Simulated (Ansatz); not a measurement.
Put Al4O in Cmmm (No. 65): Al on 4k and 4k; O on 2b.

Level of theory: Ansatz 0.2.0, DFT PBE, scalar-relativistic, plane waves, PAW. Cutoff 420 eV, Γ-centred mesh, Gaussian smearing, no spin polarisation.

Formation energies are uncorrected and refer to the elements' standard structures at the same level (O₂ as a molecule).

**Question.** Which cell and coordinates does it relax to?

**Answer.**

Space group Cmmm (No. 65). a = 2.685 Å, b = 5.127 Å, c = 11.470 Å, α = 90.00°, β = 90.00°, γ = 90.00°
```csv
atom,site,symmetry,x,y,z
Al,4k,mm2,0.0000,0.0000,0.3768
Al,4k,mm2,0.0000,0.0000,0.8712
O,2b,mmm,0.5000,0.0000,0.0000
```

Al on its first site has 8 Al at 2.69–2.89 Å; Al on its second site has 2 O at 2.00 Å, 8 Al at 2.69–2.95 Å and 2 O at 2.96 Å; O has 4 Al at 2.00 Å. Another local minimum with the same sites may exist.

**Question.** And its energy and gap?

**Answer.** The formation energy is −0.48 eV/atom and the gap on the 16×16×4 mesh of the 5-atom cell is 0 eV (a metal). A negative formation energy is needed for stability but isn't enough: competing phases decide.

The last run used Gaussian smearing of 0.10 eV. The cell is a metal run without spin; a magnetic state may lie lower. A later test with randomly moved atoms led to a structure 307 meV/atom lower, so this end is a saddle point or a shallow minimum.
